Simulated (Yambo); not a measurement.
G0W0@LDA for GaAl$_{3}$N$_{4}$ (space group P-43m, No. 215) in Yambo. Reference settings: 4×4×4 Γ-centred k mesh, 161 bands and a 8 Ry block in the screening, 161 bands in G with the Bruneval-Gonze terminator, plasmon pole fitted at 27.2 eV. The LDA gap Γ → Γ on this mesh is 3.39 eV; G0W0 gaps are taken between the same points.

Gap (Γ → Γ) in eV against the number of bands and the screening block, terminator on:

```csv
bands (W and G),2 Ry,3 Ry,5 Ry,6 Ry,8 Ry
42,4.789,4.770,4.828,4.885,4.929
62,4.567,4.567,4.645,4.724,4.787
89,4.481,4.479,4.569,4.659,4.731
126,4.442,4.427,4.522,4.618,4.700
161,4.432,4.410,4.509,4.612,4.701
```

Rough cost of the Yambo step against the reference (shared machines):

```
bands (W and G)  2 Ry  3 Ry  5 Ry  6 Ry  8 Ry
---------------  ----  ----  ----  ----  ----
42               1/10   1/8  1/10   1/6   1/7
62                1/6   1/4   1/4   1/4   1/4
89                1/4   1/4   1/4   1/4   1/2
126               1/4   1/3   1/3    ~1   1/2
161               1/3   1/3   1/3    ~1     1
```

At the largest block the last step in bands moves the gap by 0.001 eV; at the most bands the last step in the block moves it by 0.089 eV.

Spin-orbit splittings are left out.

The standard potential for Ga keeps a d shell in the valence without the s and p states of that shell. In tests on such compounds this moved G0W0 gaps by up to about 0.9 eV, so absolute quasiparticle energies here are unreliable; differences between settings are what counts.

Geometry of the Materials Project entry, not relaxed at this level; primitive cell a = b = c = 4.4014 Å, α = β = γ = 90.00°.

The structure is a Materials Project entry; no match was found in the copy of COD used, and its stability was not checked.
